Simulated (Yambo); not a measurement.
BSE-type run in Yambo on GaAs (zinc blende, space group F-43m, No. 216), at zero momentum.

Quantum ESPRESSO step (PBE, PseudoDojo standard norm-conserving files, scalar-relativistic):
```
&CONTROL
  calculation = 'nscf'
  pseudo_dir = './pseudo'
  outdir = './out'
/
&SYSTEM
  ibrav = 0
  nat = 2
  ntyp = 2
  ecutwfc = 84.0
  ecutrho = 336.0
  occupations = 'fixed'
  force_symmorphic = .true.
  nbnd = 35
/
&ELECTRONS
  conv_thr = 2e-09
  diago_full_acc = .true.
  diago_thr_init = 1e-08
/
ATOMIC_SPECIES
Ga 69.7230 Ga.upf
As 74.9216 As.upf
CELL_PARAMETERS angstrom
  0.000000000000   2.830228691000   2.830228691000
  2.830228691000   0.000000000000   2.830228691000
  2.830228691000   2.830228691000   0.000000000000
ATOMIC_POSITIONS crystal
Ga   0.000000000000   0.000000000000   0.000000000000
As   0.750000000000   0.750000000000   0.750000000000
K_POINTS automatic
8 8 8 0 0 0
```

Yambo input:
```
rim_cut
optics
bse
bss
dipoles
RandQpts= 1000000
RandGvec= 1 Ry
FFTGvecs= 40 Ry
BSKmod= "HARTREE"
BSEmod= "resonant"
BSSmod= "hs"
BSENGexx= 15 Ry
% KfnQP_E
 0.641 | 1.0 | 1.0 |
%
% BSEQptR
 1 | 1 |
%
% BSEBands
 12 | 18 |
%
% BEnRange
 0.0 | 9.2 | eV
%
% BDmRange
 0.15 | 0.15 | eV
%
BEnSteps= 184
% BLongDir
 1.0 | 0.0 | 0.0 |
%
BSHayTrs= -0.02
BSSNEig= 24
WRbsWF
```

From the report:

The dimension is k points × valence × conduction bands = 512 × 3 × 4 = 6144.
```
  [SLEPC] Approach                          : Krylov-Schur
  [SLEPC] Number of requested eigenvalues   :  24
  [SLEPC] Number of eigenvalues        [NEV]:  24
   [K] Dimension                                    :   6144
   [K] Bands                                        :  12  18
   [K] Exchange res                                 : yes
   [K] Correlation res                              : no
   [K] W interaction is bare                        : no
   [K] RL vectors exchange                          :   331
```

Bands and orbitals come from the standard potentials; the scissor and the G0W0 gaps come from a run at the same geometry on the stringent ones, which hold whole semicore shells in the valence.

Spin-orbit coupling is not included.

Geometry relaxed with PBEsol.
